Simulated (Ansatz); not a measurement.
Computed with DFT PBE, scalar-relativistic, plane waves, PAW, and for the lanthanide a 4f-in-core norm-conserving potential, in Ansatz 0.2.0. All cells share a 690 eV cutoff and Γ-centred k meshes spaced about 0.3 Å⁻¹ or finer (0.25 for metals, 2π included). No spin polarisation.

Relaxed forms of LiTmH4:

Cell 1. Space group R3m (No. 160), trigonal, a = 3.506 Å, c = 16.685 Å. Li has 5 H at 1.95–2.07 Å, 3 H at 2.54 Å and 3 Tm at 3.13 Å; Tm has 7 H at 2.05–2.20 Å, 3 H at 2.36 Å and 3 Li at 3.13 Å; around H on its first site lie 4 H at 2.08–2.09 Å, 3 Tm at 2.20 Å, 3 H at 2.38 Å and 3 Li at 2.54 Å; H on its second site has 3 Tm at 2.05 Å, 1 Li at 2.07 Å, 3 H at 2.09 Å, 3 H at 2.54 Å and 3 H at 2.70 Å; 2 more sites not described.

Cell 2. Space group Pmn2_1 (No. 31), orthorhombic, a = 3.436 Å, b = 5.692 Å, c = 6.065 Å. Li has 5 H at 1.86–2.11 Å, 2 H at 2.87 Å, 1 H at 2.99 Å and 3 Tm at 3.30–3.35 Å; Tm has 9 H at 2.09–2.22 Å, 1 H at 2.92 Å and 3 Li at 3.30–3.35 Å; around H on its first site lie 1 Li at 1.86 Å, 2 Tm at 2.17 Å and 4 H at 2.24–2.39 Å; around H on its second site lie 3 Tm at 2.09–2.13 Å and 8 H at 2.30–2.61 Å; 2 more sites not described.

**Question.** How do gap and energy differ between these forms?

**Answer.** Gaps on the mesh: 2.15 eV for cell 2, none for cell 1. Lowest in energy is cell 2; cell 1 lies 63 meV/atom higher. The lowest form also has the widest gap. Counting H atoms around Li and Tm (those within 1.25 times the shortest such distance or 1.15 times the sum of covalent radii, 1.27 where that leaves under three): cell 1 (R3m, 9.9 Å³/atom) has Li 5, Tm 10; cell 2 (Pmn2_1, 9.9 Å³/atom) has Li 5, Tm 9.

Gaps are read on each cell's k mesh and can be smaller between its points; Kohn–Sham gaps at this level usually fall short of measured ones, and a small gap can close altogether. The zero gap of R3m may come from the functional, which often closes small gaps, or the cell may be a true semimetal. With hydrogen, zero-point motion can shift such differences by 10 meV/atom or more. With atoms moved at random, cell 2 came back. Cell 1 had no clear such test and can be a saddle point. Some structure types and database cells were kept out of the candidates from the start, so a known form may be missing.

The lanthanide is trivalent by construction, without f bands, f moments or other valences.
